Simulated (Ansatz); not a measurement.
A relaxed cell of Al (Fm-3m (No. 225)), relaxed on a k-mesh at least as fine as the one used below. Method: PBEsol (plane waves to 420 eV, PAW, scalar-relativistic; Ansatz, a program for electronic structure). Γ-centred k-mesh 14×7×14 on the run's cell (coarser than for final values), Fermi–Dirac smearing 0.05 eV.

```xyz
2
Lattice="0.0000 2.0070 2.0070 4.0140 0.0000 4.0140 2.0070 2.0070 0.0000" Properties=species:S:1:pos:R:3 pbc="T T T"
Al     2.0070     2.0070     2.0070
Al     4.0140     2.0070     4.0140
```

The atoms are displaced by (Å):

| atom | ux | uy | uz |
|---|---|---|---|
| Al1 | 0.096 | -0.056 | -0.051 |
| Al2 | -0.075 | -0.002 | -0.042 |

Task: What forces (eV/Å) and pressure result?

Result: 
| atom | Fx | Fy | Fz |
|---|---|---|---|
| Al1 | -0.49 | 0.38 | -0.30 |
| Al2 | 0.49 | -0.38 | 0.30 |

Pressure +0.7 GPa.

No spin polarisation in the result.

The run that gave the undisplaced cell could not lose the symmetry of its start; a randomly shaken copy of 2 atoms returns to this structure.
